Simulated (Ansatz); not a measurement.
Relaxed Be (hcp, Mg type):

```xyz
4
Lattice="4.5294 0.0000 0.0000 -1.1324 1.9613 0.0000 0.0000 0.0000 3.5612" Properties=species:S:1:pos:R:3 pbc="T T T"
Be     0.0000     1.3075     2.6709
Be     2.2647     1.3075     2.6709
Be     1.1324     0.6538     0.8903
Be     3.3971     0.6538     0.8903
```

A phonon eigenvector at M = (0.5, 0.0, 0.0) is frozen into this cell: atom i moves by Q times the vector below, so Q is the largest atomic displacement, in Å. The cell is held. (q is in reciprocal vectors of the primitive cell; the cell shown is doubled to hold the pattern.)

```tsv
atom	x	y	z
Be1	0.500	-0.866	0.000
Be2	-0.500	0.866	0.000
Be3	0.500	-0.866	0.000
Be4	-0.500	0.866	0.000
```

The numbers are results of PBE (plane waves to 420 eV, PAW, scalar-relativistic; Ansatz, a first-principles code), not measurements. k mesh 23×23×13 (Γ-centred), Fermi-Dirac smearing 0.05 eV. E stands for the smeared free energy. With partly filled bands, energies and forces of such displacements shift with the k mesh and the smearing. Be was relaxed with its symmetry unable to fall. ΔE is measured from the undisplaced structure.

**Question.** Estimate the ΔE (meV/cell) for Q (Å) = -0.100, -0.067, -0.050, -0.033, 0.050, 0.100.

**Answer.** 
| Q (Å) | ΔE (meV/cell) |
|---|---|
| -0.100 | 106 |
| -0.067 | 48 |
| -0.050 | 27 |
| -0.033 | 12 |
| 0.050 | 27 |
| 0.100 | 106 |

(For displaced atoms, the force is minus the slope of the energy, and its curvature is a force constant, which sets phonon frequencies.)
